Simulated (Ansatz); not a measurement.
GeMo2:
```
CELL_PARAMETERS angstrom
      4.53164     0.00000     0.00000
     -2.26582     3.92451     0.00000
      0.00000     0.00000     5.19628
ATOMIC_POSITIONS crystal
  Ge 0.33333 0.66667 0.25000
  Ge 0.66667 0.33333 0.75000
  Mo 0.00000 0.00000 0.00000
  Mo 0.00000 0.00000 0.50000
  Mo 0.33333 0.66667 0.75000
  Mo 0.66667 0.33333 0.25000
```

Relaxed with PBE. Special points in fractions of this cell's reciprocal vectors: Γ (0.000, 0.000, 0.000); M (0.500, 0.000, 0.000); K (0.333, 0.333, 0.000); A (0.000, 0.000, 0.500); L (0.500, 0.000, 0.500); H (0.333, 0.333, 0.500).

Q: List the band energies nearest the Fermi level at these points for plane-wave PAW PBE (Ansatz code).

A: In eV from the Fermi level; about four levels below and three above (degenerate sets whole), none deeper than 8.9 eV; points with the same levels are listed once.

```json
[
 {"k": "Γ", "below": "-2.98 -2.98 -0.15 -0.05 -0.05", "above": "0.95 0.95 1.54"},
 {"k": "M", "below": "-1.21 -0.71 -0.49 -0.49", "above": "0.90 1.08 1.08"},
 {"k": "K", "below": "-0.78 -0.70 -0.47 -0.47", "above": "0.57 0.78 0.78"},
 {"k": "A", "below": "-2.68 -2.68 -2.68 -2.68 -0.56 -0.56", "above": "0.89 0.89 0.89 0.89"},
 {"k": "L", "below": "-1.25 -1.25 -0.50 -0.50", "above": "0.20 0.20 0.32 0.32"},
 {"k": "H", "below": "-1.74 -1.74 -0.79 -0.79", "above": "0.22 0.22 0.32 0.32"}
]
```

Space group P6_3/mmc. The cell is a constructed one: a structure type filled with these elements; neither database checked (COD, Materials Project) lists it. Whether it is the stable phase at ambient conditions was not checked. Symmetry was held in the PBE relaxation; its stability against distortions is not shown here. No spin polarisation was allowed. Spin–orbit coupling is left out wherever it is not named.

Potentials: the later of the program's two PAW sets.
